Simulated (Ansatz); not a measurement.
**Carriers in ZnSe (F-43m)**

```
CELL_PARAMETERS angstrom
0.00000 2.78376 2.78376
2.78376 0.00000 2.78376
2.78376 2.78376 0.00000
ATOMIC_POSITIONS crystal
Zn 0.00000 0.00000 0.00000
Se 0.75000 0.75000 0.75000
```

Level of theory, where no other is named: LDA, all-electron LAPW in Ansatz 0.2.0, scalar-relativistic. k mesh 8×8×8, fixed occupations, basis error target 1 meV/atom. The cell was relaxed by PAW under this functional, which moved its volume by -5 % from the database entry's.

Extrema are searched on a 12×12×12 mesh and refined by Newton steps; masses come from band slopes 0.005 Å⁻¹ away, 1/m* = (1/ħ²) d²E/dk², negative for holes (the finite step makes the lightest masses up to about 3 % heavy). k is in units of the reciprocal vectors.

(1) Where are the band edges, and is the gap direct?

(2) What are the electron masses at the edge?

(3) Several bands lie at or near the hole edge, or its surface isn't an ellipsoid. What are the masses by direction?

(4) Along the Cartesian direction 010 the conduction slope is 0.4253 eV·Å one step out. What is it four steps out, and what does that say?

(5) What gap does PAW give in the same cell?

## Answers

(1) The valence maximum lies at Gamma (0.000, 0.000, 0.000) and the conduction minimum at Gamma (0.000, 0.000, 0.000), so the Kohn-Sham gap of 1.250 eV is direct.

(2) The principal masses are 0.0896, 0.0896, 0.0896 mₑ. One valley has a density-of-states mass (m₁m₂m₃)^(1/3) = 0.0896; the direction-averaged conductivity mass 3/Σ(1/mᵢ) is 0.0896 mₑ.

(3) 

| direction | branch from the edge | its level at the point (eV from the edge) | m*/mₑ |
| --- | --- | --- | --- |
| 100 | 1 | 0.000 | -0.551 |
| 100 | 2 | 0.000 | -0.551 |
| 100 | 3 | 0.000 | -0.094 |
| 110 | 1 | 0.000 | -3.08 |
| 110 | 2 | 0.000 | -0.551 |
| 110 | 3 | 0.000 | -0.0824 |
| 111 | 1 | 0.000 | -1.22 |
| 111 | 2 | 0.000 | -1.22 |
| 111 | 3 | 0.000 | -0.0792 |
| 11-2 | 1 | 0.000 | -1.29 |
| 11-2 | 2 | 0.000 | -0.758 |
| 11-2 | 3 | 0.000 | -0.0822 |

(4) 1.661 eV·Å, 3.905 times the first; a parabola would give 4, so the band is nearly parabolic here.

(5) 1.250 eV, 0 meV from the LAPW value.

Keep in mind: no spin-orbit coupling on heavy atoms; semilocal gaps are low, and what follows the gap (onsets, screening, light masses) shifts with it; without spin-orbit coupling, bands that meet at the valence top are not the light and heavy holes of experiment; the frozen-core PAW files of the compared runs were fitted under PBE, their cores solved anew for this functional.
